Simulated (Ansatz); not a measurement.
Al$_{3}$Ru$_{2}$:
```
Al3Ru2
1.0
   -1.53635     1.53635     7.12843
    1.53635    -1.53635     7.12843
    1.53635     1.53635    -7.12843
Al Ru
3 2
Direct
  0.00000   0.00000   0.00000
  0.80623   0.80623   0.00000
  0.19377   0.19377   0.00000
  0.60557   0.60557   0.00000
  0.39443   0.39443   0.00000
```

Relaxed with PBEsol. Special points in fractions of this cell's reciprocal vectors: Γ (0.000, 0.000, 0.000); X (0.000, 0.000, 0.500); P (0.250, 0.250, 0.250); N (0.000, 0.500, 0.000); M (0.500, 0.500, -0.500); S (0.262, 0.738, -0.262); S0 (-0.262, 0.262, 0.262); R (-0.023, 0.023, 0.500); G (0.500, 0.500, -0.023).

### Question
List the band energies nearest the Fermi level at these points for the program Ansatz at the PBEsol level (PAW).

### Answer
In eV from the Fermi level; about four levels below and three above (degenerate sets whole), none deeper than 8.9 eV; points with the same levels are listed once.

| k | below | above |
|---|---|---|
| Γ | -0.86 -0.86 -0.23 -0.09 | 3.41 4.63 5.44 5.44 |
| X | -2.42 -2.36 -1.76 -0.56 | 0.48 0.63 1.10 |
| P | -2.89 -1.86 -1.33 -1.33 | 0.69 1.10 1.14 |
| N | -1.73 -1.66 -1.10 -0.36 | 1.31 1.61 4.07 |
| M | -0.52 -0.52 -0.21 -0.10 | 2.40 4.33 4.33 |
| S | -1.75 -1.72 -1.11 -0.35 | 1.37 1.57 4.14 |
| R | -2.43 -2.35 -1.73 -0.63 | 0.49 0.59 1.00 |

Space group I4/mmm. The first step of the workflow began from a Materials Project structure, measured or hypothetical; the Crystallography Open Database copy checked does not list it. With Al and Ru taken as one species the cell has the higher symmetry I4/mmm, so it may be an ordered model of a mixed-site phase. Its standing as an ambient phase is unchecked. The PBEsol relaxation kept the symmetry of its start; of distortions, only those at the zone centre were tested. The run is not spin-polarised. Spin–orbit coupling is left out wherever it is not named.

Potentials: the later of the program's two PAW sets.
